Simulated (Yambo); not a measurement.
BSE-type run in Yambo on a free-standing MoS2 monolayer (symmetry P-6m2, slab cell 16.1 Å high), at zero momentum.

Quantum ESPRESSO step (PBEsol, PseudoDojo standard norm-conserving files, scalar-relativistic):
```
&CONTROL
  calculation = 'nscf'
  pseudo_dir = './pseudo'
  outdir = './out'
/
&SYSTEM
  ibrav = 0
  nat = 3
  ntyp = 2
  ecutwfc = 80.0
  ecutrho = 320.0
  occupations = 'fixed'
  force_symmorphic = .true.
  nbnd = 43
  assume_isolated = '2D'
/
&ELECTRONS
  conv_thr = 3.0000000000000004e-09
  diago_full_acc = .true.
  diago_thr_init = 1e-08
/
ATOMIC_SPECIES
S 32.0600 S.upf
Mo 95.9500 Mo.upf
CELL_PARAMETERS angstrom
  3.140994795788   0.000000000000   0.000000000000
 -1.570497397894   2.720181286307   0.000000000000
  0.000000000000   0.000000000000  16.100000000000
ATOMIC_POSITIONS crystal
S   0.666666667000   0.333333333000  -0.096804877600
S   0.666666667000   0.333333333000   0.096804877600
Mo   0.000000000333   0.000000000000   0.000000000000
K_POINTS automatic
12 12 1 0 0 0
```

Yambo input:
```
rim_cut
rim_w
optics
bse
bss
dipoles
em1s
RandQpts= 1000000
RandGvec= 2 Ry
CUTGeo= "slab z"
RandGvecW= 1000 mRy
FFTGvecs= 30 Ry
Chimod= "HARTREE"
BSKmod= "SEX"
BSEmod= "resonant"
BSSmod= "hs"
BSENGexx= 10 Ry
BSENGBlk= 3 Ry
% KfnQP_E
 0.818 | 1.0 | 1.0 |
%
% BSEQptR
 1 | 1 |
%
% BSEBands
 10 | 17 |
%
% BEnRange
 0.0 | 7.6 | eV
%
% BDmRange
 0.1 | 0.1 | eV
%
BEnSteps= 152
% BLongDir
 1.0 | 0.0 | 0.0 |
%
BSHayTrs= -0.02
BSSNEig= 24
WRbsWF
% BndsRnXs
 2 | 38 |
%
NGsBlkXs= 3 Ry
% LongDrXs
 1.0 | 1.0 | 0.0 |
%
```

From the report:

The dimension is k points × valence × conduction bands = 144 × 4 × 4 = 2304.
```
   [SLEPC] Approach                          : Krylov-Schur
   [SLEPC] Number of requested eigenvalues   :  24
   [SLEPC] Number of eigenvalues        [NEV]:  24
    [K] Dimension                                    :  2304
    [K] Bands                                        :  10  17
    [K] Exchange res                                 : yes
    [K] Correlation res                              : yes
    [K] W interaction is bare                        : no
    [K] RL vectors exchange                          :   469
    [K] RL vectors correlation                       :   95
    [W] Matrix size                                  :   95
    [W] Bands                                        :    2   38
    [W] Coulomb Cutoff                               : slab z
    [W] Hxc Kernel                                   : HARTREE
```

Spin-orbit coupling is not included.

Geometry relaxed with PBEsol.
